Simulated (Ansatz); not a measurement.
Li: computed property card

Li:
```
Li
1.0
    3.09278     0.00000     0.00000
   -1.54639     2.67843     0.00000
    0.00000     0.00000     5.06482
Li
2
Cartesian
  0.00000   1.78562   1.26620
  1.54639   0.89281   3.79861
```

Space group P6_3/mmc (No. 194), hcp (Mg type); conventional cell a = b = 3.0928 Å, c = 5.0648 Å, α = β = 90.00°, γ = 120.00°.

Method: plane-wave PAW r²SCAN (Ansatz code). Structure relaxed to zero pressure with the same functional. Other levels are named where they apply.

### Cell and energy

| Property | Value |
|---|---|
| Volume per atom | 20.98 Å³ |
| Density | 0.55 g/cm³ |

### Electronic structure

| Property | Value |
|---|---|
| Electronic character | metallic (no gap) |
| Density of states at the Fermi level | 0.48 states/eV per atom (mean over ±0.08 eV) |

### Mechanics

| Quantity | Result |
|---|---|
| Bulk modulus (Birch–Murnaghan fit) | 13.0 GPa |
| Pressure derivative B′ | 3.3 |
| Elastic constants (relaxed ions, GPa) | C11 = 20.5, C12 = 12.5, C13 = 6.0, C33 = 27.2, C44 = 4.8 |
| Mechanical stability | stable (all eigenvalues of C positive) |
| Hill bulk and shear moduli | 13.0 and 5.3 GPa |
| Young's modulus | 13.9 GPa |
| Poisson's ratio | 0.32 |
| Debye temperature from the elastic constants | 375 K |

### Phonons

| Property | Value |
|---|---|
| Highest zone-centre frequency | 322 cm⁻¹ |
| Zone-centre stability | no imaginary mode at Γ |

The cell is a constructed one: a structure type filled with these elements; the Crystallography Open Database files this formula in space group No. 194, but the cells were not matched. It is not the phase usual at ambient conditions (space group No. 229). Symmetry was held in the r²SCAN relaxation. As this level gives no gap, shear constants depend on the k-mesh and smearing (Fermi–Dirac, 0.1 eV here). As this level gives no gap, phonon frequencies hold no LO–TO term and depend on the k-mesh and smearing (Fermi–Dirac, 0.1 eV here). Axis ratios of metals converge slowly with the k-mesh, so a and c are less sure than the volume.

Potentials: the later of the program's two PAW sets.
